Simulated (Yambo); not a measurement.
G0W0@LDA for SiC (zinc blende, space group F-43m, No. 216) in Yambo. Reference settings: 6×6×6 Γ-centred k mesh, 76 bands and a 14 Ry block in the screening, 76 bands in G with the Bruneval-Gonze terminator, plasmon pole fitted at 27.2 eV. The LDA gap Γ → X on this mesh is 1.31 eV; G0W0 gaps are taken between the same points.

Gap (Γ → X) in eV against the number of bands and the screening block, terminator on:

```json
[
 {"bands (W and G)": "14", "2 Ry": "1.939", "5 Ry": "2.158", "8 Ry": "2.216", "11 Ry": "2.233", "14 Ry": "2.257"},
 {"bands (W and G)": "23", "2 Ry": "1.871", "5 Ry": "2.110", "8 Ry": "2.178", "11 Ry": "2.198", "14 Ry": "2.228"},
 {"bands (W and G)": "38", "2 Ry": "1.844", "5 Ry": "2.096", "8 Ry": "2.170", "11 Ry": "2.194", "14 Ry": "2.232"},
 {"bands (W and G)": "58", "2 Ry": "1.842", "5 Ry": "2.099", "8 Ry": "2.178", "11 Ry": "2.206", "14 Ry": "2.251"},
 {"bands (W and G)": "76", "2 Ry": "1.842", "5 Ry": "2.099", "8 Ry": "2.178", "11 Ry": "2.208", "14 Ry": "2.256"}
]
```

Rough cost of the Yambo step against the reference (shared machines):

```
bands (W and G)  2 Ry  5 Ry  8 Ry  11 Ry  14 Ry
---------------  ----  ----  ----  -----  -----
14                1/6   1/6   1/6    1/5    1/4
23                1/5   1/5   1/5    1/4    1/3
38                1/4   1/3   1/3    1/3     ~1
58                1/3   1/2   1/2     ~1     ~1
76                1/3   1/3   1/2    1/2      1
```

At the largest block the last step in bands moves the gap by 0.005 eV; at the most bands the last step in the block moves it by 0.048 eV.

Geometry relaxed with LDA; primitive cell a = b = c = 3.059 Å, α = β = γ = 60.00°.
